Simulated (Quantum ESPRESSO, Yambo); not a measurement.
**Levels of theory for the gap of KBr**

KBr (rock salt, space group Fm-3m, No. 225): one geometry, one set of PBEsol (Quantum ESPRESSO, PseudoDojo norm-conserving, 74 Ry, with spin-orbit coupling) orbitals, self-energies from Yambo (4×4×4 Γ-centred k mesh, 196 bands and a 7 Ry block in the screening, 196 bands in G with the Bruneval-Gonze terminator, plasmon pole fitted at 27.2 eV).

Cell and atoms were relaxed with PBEsol from Materials Project entry mp-23251, within its symmetry.

```json
[
 {"level": "PBEsol (Quantum ESPRESSO)", "gap Γ → Γ (eV)": "4.18", "rough Yambo cost": "–"},
 {"level": "exchange only (Hartree-Fock self-energy on PBEsol orbitals)", "gap Γ → Γ (eV)": "11.73", "rough Yambo cost": "about 1/9 (11 states)"},
 {"level": "static COHSEX@PBEsol", "gap Γ → Γ (eV)": "8.08", "rough Yambo cost": "within a factor of two (2 states)"},
 {"level": "G0W0@PBEsol, plasmon pole", "gap Γ → Γ (eV)": "6.77", "rough Yambo cost": "1 (11 states)"}
]
```

Bare exchange has no screening and gives the widest gap; static COHSEX screens it but leaves out the frequency dependence, which G0W0 restores.

Costs are rough ratios of core time on shared machines.

Nearest settings tried, and what they do to the gap: 124 bands in W, 124 bands in G: -38 meV; 3 Ry block (59 vectors against 181): -237 meV. Not varied: mesh. So the settings aren't converged at that level.
